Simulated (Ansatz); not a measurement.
CaMo2O6:
```xyz
18
Lattice="3.7904 0.0000 0.0000 0.0000 3.8349 0.0000 0.0000 0.0000 17.3174" Properties=species:S:1:pos:R:3 pbc="T T T"
Mo     0.0000     0.9592    10.0182
Mo     1.8952     0.9593     7.3128
Mo     1.8952     2.8757    15.9715
Mo     0.0000     2.8757     1.3595
O      0.0000     0.9592    11.8709
O      1.8952     0.9592     5.4498
O      1.8952     2.8757    14.1085
O      0.0000     2.8757     3.2122
O      0.0000     0.9592     7.7930
O      1.8952     0.9592     9.5134
O      1.8952     2.8757     0.8547
O      0.0000     2.8757    16.4517
O      0.0000     2.8767    10.0534
O      1.8952     2.8767     7.3194
O      1.8952     0.9582    15.9781
O      0.0000     0.9582     1.3946
Ca     0.0000     2.8767    12.9269
Ca     0.0000     0.9582     4.2682
```

Relaxed with PBE+D3(BJ). Special points in fractions of this cell's reciprocal vectors: Γ (0.000, 0.000, 0.000); X (0.500, 0.000, 0.000); S (0.500, 0.500, 0.000); Y (0.000, 0.500, 0.000); Z (0.000, 0.000, 0.500); U (0.500, 0.000, 0.500); R (0.500, 0.500, 0.500); T (0.000, 0.500, 0.500).

Task: List the band energies nearest the Fermi level at these points for DFT-PBE+D3(BJ) in the program Ansatz with PAW potentials.

Result: In eV from the Fermi level; about four levels below and three above (degenerate sets whole), none deeper than 8.9 eV; points with the same levels are listed once.

```json
[
 {"k": "Γ", "below": "-1.35 -1.35 -0.23 -0.17 -0.01", "above": "0.03 0.93 0.96"},
 {"k": "X", "below": "-0.56 -0.53 -0.45 -0.42", "above": "0.21 0.23 0.23"},
 {"k": "S", "below": "-2.47 -2.47 -2.40 -2.40", "above": "0.22 0.22 0.29 0.29"},
 {"k": "Y", "below": "-3.26 -3.26 -2.87 -2.87", "above": "0.90 0.90 1.21 1.21"},
 {"k": "Z", "below": "-1.35 -1.35 -0.20 -0.20", "above": "0.01 0.01 0.94 0.94"},
 {"k": "U", "below": "-0.54 -0.54 -0.44 -0.44", "above": "0.23 0.23 0.25 0.25"}
]
```

Space group Amm2. A made-up cell: these elements were put on the sites of a structure type; neither database checked (COD, Materials Project) lists it. Its standing as an ambient phase is unchecked. The PBE+D3(BJ) relaxation kept the symmetry of its start; whether a distortion lowers the energy is not shown. The run is not spin-polarised. No Hubbard U is applied. Point labels and valley counts follow the cell and symmetry of the run, lower than the named group. Spin–orbit coupling is left out wherever it is not named.

Potentials: the later of the program's two PAW sets.
